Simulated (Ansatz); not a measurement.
KRb2TlF6:
```xyz
10
Lattice="0.0000 4.6392 4.6392 4.6392 0.0000 4.6392 4.6392 4.6392 0.0000" Properties=species:S:1:pos:R:3 pbc="T T T"
K      4.6392     4.6392     4.6392
Rb     6.9588     6.9588     6.9588
Rb     2.3196     2.3196     2.3196
Tl     0.0000     0.0000     0.0000
F      2.1576     4.6392     4.6392
F      7.1208     4.6392     4.6392
F      4.6392     2.1576     4.6392
F      4.6392     7.1208     4.6392
F      4.6392     4.6392     2.1576
F      4.6392     4.6392     7.1208
```

Relaxed with r²SCAN. Special points in fractions of this cell's reciprocal vectors: Γ (0.000, 0.000, 0.000); X (0.500, 0.000, 0.500); U (0.625, 0.250, 0.625); K (0.375, 0.375, 0.750); L (0.500, 0.500, 0.500); W (0.500, 0.250, 0.750).

List the band energies nearest the valence-band maximum at these points for r²SCAN (plane waves, PAW; program Ansatz).

In eV from the valence-band maximum; about four levels below and three above (degenerate sets whole), none deeper than 8.9 eV; points with the same levels are listed once.

```tsv
k	below	above
Γ	-0.62 -0.62 -0.62 -0.25 -0.25	4.50 8.30 9.20 9.20
X	-0.89 -0.89 -0.63 -0.39 -0.25	5.14 8.26 9.58
U	-0.81 -0.67 -0.30 -0.12	5.21 8.55 9.02
L	-0.75 -0.75 -0.71 0.00 0.00	5.24 8.23 9.49
W	-0.72 -0.72 -0.35 -0.08	5.22 8.81 8.81
```

Space group Fm-3m. The workflow started from a Materials Project entry (that database holds measured and hypothetical structures alike); the Crystallography Open Database copy checked does not list it. Its standing as an ambient phase is unchecked. The cell was relaxed with r²SCAN under the symmetry of its start; whether a distortion lowers the energy is not shown. Scalar-relativistic: spin–orbit coupling is off unless named, which matters more the heavier the elements.

Potentials: the later of the program's two PAW sets.
